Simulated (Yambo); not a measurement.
CsNbP2O8 (space group C2/m, No. 12), G0W0@PBEsol in Yambo with this input:

```
rim_cut
gw0
dyson
el_el_corr
HF_and_locXC
ppa
em1d
RandQpts= 1000000
RandGvec= 1 Ry
EXXRLvcs= 84 Ry
VXCRLvcs= 336 Ry
Chimod= "HARTREE"
% BndsRnXp
 2 | 295 |
%
NGsBlkXp= 7 Ry
% LongDrXp
 1.0 | 1.0 | 1.0 |
%
PPAPntXp= 27.2114 eV
% GbndRnge
 1 | 295 |
%
GTermKind= "BG"
DysSolver= "n"
ExtendOut
```

On a 2×2×1 mesh, with wavefunctions cut at 84 Ry, the gap ((-0.5, -0.5, 0) → Γ) is 5.012 eV and the valence edge shifts by -0.958 eV.

**Question.** What happens with this change: pole fitted at 10 eV?

**Answer.** The gap falls by 0.064 eV, to 4.948 eV; the shift of the valence edge becomes -0.850 eV. Neither run is shown to be the converged limit.

Spin-orbit coupling is not included.

Geometry of the Materials Project entry, not relaxed at this level; primitive cell a = b = 5.1013 Å, c = 8.7736 Å, α = β = 92.92°, γ = 62.09°.

A shift is the quasiparticle energy of the state minus its PBEsol energy.
